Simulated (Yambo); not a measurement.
Yambo run on AgNO₃ (space group R3m, No. 160). The wavefunctions are PBEsol (Quantum ESPRESSO, PseudoDojo norm-conserving, 84 Ry, with spin-orbit coupling) ones on a 4×4×4 mesh (42 occupied bands); a = 4.073 Å, b = 4.073 Å, c = 4.073 Å, α = 78.42°, β = 78.42°, γ = 78.42°.

Yambo input:

```
rim_cut
gw0
dyson
el_el_corr
HF_and_locXC
ppa
em1d
RandQpts= 1000000
RandGvec= 1 Ry
EXXRLvcs= 84 Ry
VXCRLvcs= 336 Ry
Chimod= "HARTREE"
% BndsRnXp
 9 | 162 |
%
NGsBlkXp= 5 Ry
% LongDrXp
 1.0 | 1.0 | 1.0 |
%
PPAPntXp= 27.2114 eV
% GbndRnge
 1 | 162 |
%
GTermKind= "BG"
DysSolver= "n"
ExtendOut
% QPkrange
 3 | 3 | 42 | 42 |
 13 | 13 | 42 | 43 |
%
```

k points by index: 3 = L, 13 = Z.

The o-*.qp file then holds:

```
#    K-point    Band    Eo [eV]    E [eV]    E-Eo [eV]    Vxc [eV]    Vnlxc [eV]    Sc|Eo [eV]    Sc|E [eV]    dSc/dw|Eo [eV]    Re(Z)    Im(Z)
#
    3    42    0.000000    -1.195918    -1.195918    -23.14655    -29.48948    4.846919    5.147013    -6.827432    0.799420    -0.001220
    13    42    -0.567252    -1.562931    -0.995679    -20.67798    -26.98145    5.038111    5.307785    -7.369002    0.786900    -0.001285
    13    43    1.569917    3.168665    1.598748    -15.70231    -11.07266    -2.677182    -3.030900    -6.020152    0.818841    -0.001098
```
(The two width columns are left out.) Convergence of these settings isn't established.

Geometry relaxed with PBE+D3(BJ).
